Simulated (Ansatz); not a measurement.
# Relaxing a structure of YN

The start is a generated trial cell of YN in the AFLOW prototype AB_hR6_160_3a_3a (as in SiC). The structure is fully relaxed (lattice and positions, P = 0) with r2SCAN (plane waves to 500 eV, PAW, scalar-relativistic; Ansatz, a quantum-chemistry and plane-wave program). The first steps use a 11×11×11 k-mesh.

Initial structure:
```yaml
crystal:
  lattice:
    - [1.82122, 1.05148, 8.92210]
    - [-1.82122, 1.05148, 8.92210]
    - [0.00000, -2.10296, 8.92210]
  atoms:
    - { symbol: N, position: [0.00000, 0.00000, 0.00000] }
    - { symbol: N, position: [0.22222, 0.22222, 0.22222] }
    - { symbol: N, position: [0.77778, 0.77778, 0.77778] }
    - { symbol: Y, position: [0.08333, 0.08333, 0.08333] }
    - { symbol: Y, position: [0.30556, 0.30556, 0.30556] }
    - { symbol: Y, position: [0.86111, 0.86111, 0.86111] }
```

Problem. What pressure does the first self-consistent step give?

Solution. +8.6 GPa (positive: the cell is compressed).

Problem. By how much does the energy per atom fall from start to end?

Solution. 0.045 eV/atom.

Problem. How does the volume change?

Solution. +5.7 %, from 17.09 to 18.05 Å³/atom.

Problem. How do the shortest distances between atoms change?

Solution. The closest pairs of elements (up to four, under 3.6 Å), start → end: N–Y 2.23 → 2.26 Å; N–N 3.64 → 3.57 Å; Y–Y 3.64 → 3.57 Å.

Problem. What band gap does the relaxed structure have at this level?

Solution. 2.77 eV, indirect (valence top at 67 % of the way from S2 to F, conduction bottom at Γ) (no spin-orbit coupling).

The space group stays R3m (No. 160) (the run could not lower it); the end is AFLOW prototype AB_hR6_160_3a_3a (as in SiC), with 6 atoms in the primitive cell. Final values are on a 10×10×10 k-mesh of the relaxed cell. No spin polarisation in the result.

The run could not lose the symmetry of its start, so the end can be a saddle point.

The relaxed structure here is a generated cell of YN: the first start was made by placing the elements on the sites of a structure type, and the end was not matched to a known phase here, so it may be hypothetical. Known forms of YN include space group No. 225.
